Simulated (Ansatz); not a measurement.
Relaxed GaP (zinc blende):

```yaml
crystal:
  lattice:
    - [0.00000, 5.45138, 5.45138]
    - [2.72569, 0.00000, 2.72569]
    - [2.72569, 2.72569, 0.00000]
  atoms:
    - { symbol: P, position: [0.37500, 0.75000, 0.75000] }
    - { symbol: P, position: [0.87500, 0.75000, 0.75000] }
    - { symbol: Ga, position: [0.00000, 0.00000, 0.00000] }
    - { symbol: Ga, position: [0.50000, 0.00000, 0.00000] }
```

The numbers are results of r2SCAN (plane waves to 500 eV, PAW, scalar-relativistic; Ansatz, a first-principles code), not measurements. k mesh 4×8×8 (Γ-centred), Fermi-Dirac smearing 0.05 eV. As the smearing reaches across the gap at some points, energies and forces of such displacements shift with the k mesh and the smearing. GaP was relaxed with its symmetry unable to fall.

One atom of the cell was then moved (with its periodic images), all else fixed, and the forces (eV/Å) came out as:

```csv
atom,Fx,Fy,Fz
P1,1.930,-1.122,2.004
P2,0.190,-0.083,0.061
Ga3,-0.040,0.031,-0.040
Ga4,-2.080,1.174,-2.024
```

Problem. Which atom was moved, and by which vector (Å)?

Solution. Ga4, by (0.20, 0.00, 0.20), 0.28 Å in all.

(A displaced cell: forces are minus the slopes of the energy, force constants its curvatures, and phonons follow from these.)
